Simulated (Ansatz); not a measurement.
ZrSi:
```cif
data_Si4Zr4
_chemical_formula_sum 'Si4 Zr4'
_space_group_name_H-M_alt 'Cmcm'
_space_group_IT_number 63
_space_group_name_Hall '-C 2c 2'
_cell_length_a 3.70561
_cell_length_b 9.81888
_cell_length_c 3.71782
_cell_angle_alpha 90.000
_cell_angle_beta 90.000
_cell_angle_gamma 90.000
loop_
_atom_site_label
_atom_site_type_symbol
_atom_site_symmetry_multiplicity
_atom_site_Wyckoff_symbol
_atom_site_fract_x
_atom_site_fract_y
_atom_site_fract_z
_atom_site_occupancy
Si1 Si 4 c 0.00000 0.57863 0.25000 1
Zr1 Zr 4 c 0.00000 0.14534 0.75000 1
```
(The calculation used a cell of 4 atoms; values per cell refer to that cell.)

Relaxed with LDA.

Which orbitals make up the states near the Fermi level in DFT-LDA in the program Ansatz with PAW potentials?

Within 0.5 eV of the Fermi level: Zr 4d 80 %, Si 3p 12 %, outside the projected shells 5 %. Projections are on Löwdin-orthogonalised atomic valence shells; empty p or d shells of many metals are not among them.

Tabulate the density of states.

States/eV per cell of 4 atoms, in 0.25 eV bins, energy from the Fermi level.

```
E (eV)  total  Zr 4d  Si 3p  Si 3s
------  -----  -----  -----  -----
-7.85    0.50   0.12   0.10   0.25
-7.60    0.59   0.13   0.12   0.28
-7.35    0.80   0.17   0.16   0.36
-7.10    1.21   0.28   0.23   0.55
-6.85    1.48   0.40   0.26   0.66
-6.60    0.75   0.20   0.15   0.31
-6.35    0.57   0.14   0.14   0.22
-6.10    0.50   0.10   0.16   0.16
-5.85    0.27   0.05   0.11   0.05
-5.60    0.23   0.04   0.12   0.02
-5.35    0.56   0.11   0.29   0.06
-5.10    0.90   0.18   0.49   0.08
-4.85    1.49   0.31   0.83   0.11
-4.60    1.88   0.45   1.07   0.08
-4.35    1.72   0.47   0.95   0.08
-4.10    1.74   0.50   0.97   0.08
-3.85    2.47   0.74   1.42   0.09
-3.60    2.45   0.82   1.37   0.08
-3.35    2.27   0.77   1.26   0.09
-3.10    3.40   1.24   1.85   0.10
-2.85    3.76   1.43   2.05   0.08
-2.60    3.36   1.47   1.67   0.07
-2.35    2.70   1.34   1.20   0.04
-2.10    2.62   1.55   0.89   0.03
-1.85    1.77   1.19   0.46   0.02
-1.60    2.49   1.78   0.51   0.02
-1.35    3.88   2.96   0.66   0.02
-1.10    2.59   2.08   0.35   0.02
-0.85    1.82   1.51   0.20   0.01
-0.60    1.73   1.44   0.15   0.02
-0.35    1.27   1.03   0.13   0.03
-0.10    0.87   0.71   0.10   0.01
0.15     1.22   0.99   0.15   0.01
0.40     2.08   1.61   0.28   0.04
0.65     1.99   1.51   0.31   0.03
0.90     2.07   1.57   0.30   0.04
1.15     2.11   1.58   0.29   0.06
1.40     2.43   1.83   0.31   0.07
1.65     2.29   1.72   0.29   0.08
1.90     2.54   1.90   0.31   0.10
2.15     3.14   2.29   0.38   0.17
2.40     3.87   2.80   0.46   0.23
2.65     4.21   3.06   0.48   0.25
2.90     4.41   3.27   0.49   0.25
3.15     3.47   2.63   0.35   0.20
3.40     3.54   2.54   0.41   0.27
3.65     2.98   1.81   0.45   0.32
3.90     2.96   1.63   0.51   0.38
```

The cell is a constructed one: a structure type filled with these elements; the Crystallography Open Database files this formula in space group No. 63, but the cells were not matched. Whether it is the stable phase at ambient conditions was not checked. The cell was relaxed with LDA under the symmetry of its start; of distortions, only those at the zone centre were tested. The run is not spin-polarised. The volume moved by -25 % from the start of the relaxation. Scalar-relativistic: spin–orbit coupling is off unless named, which matters more the heavier the elements.

Potentials: the later of the program's two PAW sets.
